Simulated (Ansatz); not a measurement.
All numbers below come from DFT PBE, scalar-relativistic, plane waves, PAW in Ansatz. Settings: cutoff 420 eV, Γ-centred meshes spaced at most about 0.3 Å⁻¹, and about 0.25 Å⁻¹ or finer for metals (2π included), Gaussian smearing. Collinear spin in cells that started with moments and kept them past the coarse steps, no spin elsewhere.

All energies are static (0 K, no zero-point motion).

Two forms of Zr2TiB2 were relaxed alike.

1. (site moments Ti 1.1 μB)

```
CELL_PARAMETERS angstrom
-2.22072 2.22072 4.36026
2.22072 -2.22072 4.36026
2.22072 2.22072 -4.36026
ATOMIC_POSITIONS crystal
Zr 0.32501 0.32501 0.00000
Zr 0.67499 0.67499 0.00000
Ti 0.00000 0.00000 0.00000
B 0.25000 0.75000 0.50000
B 0.75000 0.25000 0.50000
```

2. (no spin)

```
CELL_PARAMETERS angstrom
3.64616 0.00000 0.00000
0.00000 3.64616 0.00000
0.00000 0.00000 6.00270
ATOMIC_POSITIONS crystal
Zr 0.00000 0.00000 0.00000
Zr 0.00000 0.00000 0.50000
Ti 0.50000 0.50000 0.50000
B 0.50000 0.50000 0.13252
B 0.50000 0.50000 0.86748
```

Question: Which form is favoured at zero pressure, and by what margin per atom?

Answer: Cell 1 is lower, by 177 meV/atom. Cell 1 has space group I4/mmm (No. 139), 17.2 Å³/atom and no gap on its mesh; cell 2 has space group P4/mmm (No. 123), 16.0 Å³/atom and no gap. Counting B atoms around Ti and Zr (those within 1.25 times the shortest such distance or 1.15 times the sum of covalent radii; the shortest distance is added where it is long for a bond; a slash parts the counts of unlike sites), cell 1 has Zr 4, Ti 8 from 3.1 Å and cell 2 has Zr 8/8 from 3.4 Å, Ti 2. Cell 2 holds B–B pairs (shortest 1.59 Å); in cell 1 the shortest B–B distance is 3.14 Å. Their magnetic states differ too, which can make part of the margin. The lower one is the more open, so pressure narrows the difference. Even the lower one lies +0.29 eV/atom against the reference forms of the elements (uncorrected), so neither is stable at this level. In cell 1, Zr has 4 B at 2.32 Å, 1 Ti at 2.83 Å, 1 Zr at 3.05 Å, 4 Zr at 3.40 Å and 4 Ti at 3.49 Å; Ti has 2 Zr at 2.83 Å, 8 B at 3.11 Å and 8 Zr at 3.49 Å; B is surrounded by 4 Zr at 2.32 Å and 4 Ti at 3.11 Å. In cell 2, around Zr on its first site lie 8 B at 2.70 Å and 2 Zr at 3.00 Å; around Ti lie 2 B at 2.21 Å and 4 Zr at 2.58 Å; around B lie 1 B at 1.59 Å, 1 Ti at 2.21 Å and 4 Zr at 2.70 Å; 1 more site not described. Both come from invented guesses. A third cell relaxed alike, in P-6m2, lies 0.83 eV/atom below the lower of the two.

The magnetic state reached may not be the lowest. Cells relaxed within their symmetry can be saddle points. Some types were kept out of the candidates beforehand, so the set may lack a known form.
